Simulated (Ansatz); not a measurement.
CdSe:
```yaml
crystal:
  lattice:
    - [4.34018, 0.00000, 0.00000]
    - [-2.17009, 3.75870, 0.00000]
    - [0.00000, 0.00000, 7.07772]
  atoms:
    - { symbol: Cd, position: [0.66667, 0.33333, 0.00056] }
    - { symbol: Cd, position: [0.33333, 0.66667, 0.50056] }
    - { symbol: Se, position: [0.66667, 0.33333, 0.62464] }
    - { symbol: Se, position: [0.33333, 0.66667, 0.12464] }
```

Relaxed with r²SCAN. Special points in fractions of this cell's reciprocal vectors: Γ (0.000, 0.000, 0.000); M (0.500, 0.000, 0.000); K (0.333, 0.333, 0.000); A (0.000, 0.000, 0.500); L (0.500, 0.000, 0.500); H (0.333, 0.333, 0.500).

Task: List the band energies nearest the valence-band maximum at these points for r²SCAN with spin–orbit coupling in the plane-wave PAW code Ansatz.

Result: In eV from the valence-band maximum; about four levels below and three above (degenerate sets whole), none deeper than 8.9 eV; points with the same levels are listed once.

```
k                          below                above
-  -----------------------------  -------------------
Γ          -0.03 -0.03 0.00 0.00  0.99 0.99 2.53 2.53
M        -1.41 -1.41 -0.83 -0.83  3.50 3.50 3.61 3.61
K  -1.95 -1.95 -1.92 -1.71 -1.71       4.44 4.44 4.90
A        -0.38 -0.38 -0.38 -0.38  2.67 2.67 2.67 2.67
L        -1.34 -1.34 -1.34 -1.34  3.22 3.22 3.22 3.22
H        -1.23 -1.23 -1.17 -1.17  4.05 4.05 4.12 4.12
```

Space group P6_3mc (wurtzite). The r²SCAN relaxation kept the symmetry of its start; of distortions, only those at the zone centre were tested.

Potentials: the later of the program's two PAW sets.
